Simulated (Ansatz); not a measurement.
Molecular dynamics on a 2×2×1 supercell (16 atoms) of BeSnSb2 (ordering on zincblende), relaxed with r2SCAN. Forces come from r2SCAN in the plane-wave code Ansatz: a Langevin thermostat at fixed volume, 1700 K, steps of 1.5 fs. Spin polarisation is off, nuclei are classical, and the run is far too short for thermal averages. The structure comes from a prototype and may be hypothetical.

```yaml
crystal:
  lattice:
    - [8.6527894354, 0.0, 0.0]
    - [0.0, 8.6527894354, 0.0]
    - [0.0, 0.0, 6.0624185569]
  atoms:
    - { symbol: Be, position: [0.0, 0.0, 0.0] }
    - { symbol: Sb, position: [0.0, 0.25, 0.2035949253] }
    - { symbol: Sn, position: [0.25, 0.25, 0.5] }
    - { symbol: Sb, position: [0.25, 0.0, 0.7964050747] }
    - { symbol: Be, position: [0.0, 0.5, 0.0] }
    - { symbol: Sb, position: [0.0, 0.75, 0.2035949253] }
    - { symbol: Sn, position: [0.25, 0.75, 0.5] }
    - { symbol: Sb, position: [0.25, 0.5, 0.7964050747] }
    - { symbol: Be, position: [0.5, 0.0, 0.0] }
    - { symbol: Sb, position: [0.5, 0.25, 0.2035949253] }
    - { symbol: Sn, position: [0.75, 0.25, 0.5] }
    - { symbol: Sb, position: [0.75, 0.0, 0.7964050747] }
    - { symbol: Be, position: [0.5, 0.5, 0.0] }
    - { symbol: Sb, position: [0.5, 0.75, 0.2035949253] }
    - { symbol: Sn, position: [0.75, 0.75, 0.5] }
    - { symbol: Sb, position: [0.75, 0.5, 0.7964050747] }
kpoints:
  mp_grid: { grid: [2, 2, 2] }
hamiltonian:
  xc: r2scan
scf:
  occupations: { method: fermi_dirac, width: 0.146 }
md:
  ensemble: nvt_langevin
  temperature: 1700
  timestep: 1.5
  n_steps: 40
  initial_velocities: maxwell_boltzmann
  seed: 356
```

Run as `ansatz run input.yaml --threads 4 --pin off --max-ram 3686MiB --backend cpu --events-out ev --progress --plain --runs-dir out`. It ended after 7.6 min on 4 threads of Arm Neoverse V1 (shared host); peak host memory 2.7 GiB.

```
step  t (fs)  T (K)  free energy F from step 0 (meV/atom)  kinetic energy (meV/atom)  largest force (eV/Å)
   0       0   1594                                   0.0                      206.0                  0.14
   1     1.5   1550                                   1.0                      200.4                  0.34
   2       3   1545                                   4.1                      199.6                  0.72
   3     4.5   1478                                   9.4                      191.1                  1.15
   4       6   1530                                  17.0                      197.8                  1.63
   5     7.5   1454                                  26.4                      188.0                  2.11
   6       9   1418                                  36.6                      183.2                  2.57
   7    10.5   1432                                  47.1                      185.2                  2.99
   8      12   1441                                  57.1                      186.3                  3.31
   9    13.5   1354                                  66.5                      175.0                  3.51
  10      15   1382                                  74.6                      178.7                  3.58
  11    16.5   1508                                  81.6                      194.9                  3.50
  12      18   1559                                  87.4                      201.5                  3.29
  13    19.5   1481                                  92.0                      191.5                  2.96
  14      21   1470                                  95.8                      190.0                  2.53
  15    22.5   1454                                  99.7                      187.9                  2.10
  16      24   1477                                 104.7                      191.0                  2.13
  17    25.5   1554                                 110.7                      200.9                  2.18
  18      27   1392                                 118.2                      180.0                  2.21
  19    28.5   1330                                 126.6                      172.0                  2.32
  20      30   1185                                 135.2                      153.1                  2.69
  21    31.5   1117                                 143.7                      144.4                  2.99
  22      33   1083                                 151.4                      140.0                  3.20
  23    34.5   1048                                 156.7                      135.4                  3.24
  24      36   1068                                 159.6                      138.0                  3.12
  25    37.5   1171                                 160.4                      151.4                  2.92
  26      39   1028                                 158.7                      132.9                  2.65
  27    40.5   1118                                 155.1                      144.6                  2.50
  28      42   1068                                 150.7                      138.0                  2.44
  29    43.5   1219                                 146.2                      157.6                  2.43
```

The temperature starts at 1594 K, is lowest at step 26 (1028 K, 39 fs) and ends at 1219 K. The thermostat hasn't had time to restore it. The atoms start on their lattice sites with kinetic energy alone, so much of it first passes into potential energy. By the last step the atoms have moved 0.25 Å in the root mean square, the drift of the whole cell taken out, 0.40 Å at most. The job's limit cut the run after 29 of 40 steps.

Positions (Å) and forces (eV/Å) at step 29:
```
Be   0.183   0.073  -0.346    -1.113  -0.040   0.801
Sb   0.197   2.079   1.067    -1.764   1.006  -0.588
Sn   1.922   2.261   3.025     1.923  -1.455  -0.284
Sb   2.185  -0.118   4.645     1.328   1.498   0.990
Be   0.122   4.755  -0.115    -0.019  -1.075   0.074
Sb   0.134   6.769   1.118    -0.577  -0.327   0.866
Sn   2.251   6.504   2.991    -0.938  -1.205  -0.570
Sb   2.197   4.244   4.730    -0.070   1.678   1.131
Be   4.271  -0.049   0.313     0.026   0.476  -0.868
Sb   4.219   2.350   1.111     0.176  -0.885   1.269
Sn   6.563   2.106   3.084    -0.307   0.837  -1.197
Sb   6.476   0.062   4.888    -0.187  -0.663   0.449
Be   4.285   4.548   0.085     0.243  -1.360  -1.020
Sb   4.406   6.392   1.390    -0.248   1.403  -0.819
Sn   6.458   6.509   3.104     1.659  -0.243   0.524
Sb   6.572   4.280   5.012    -0.132   0.355  -0.759
```
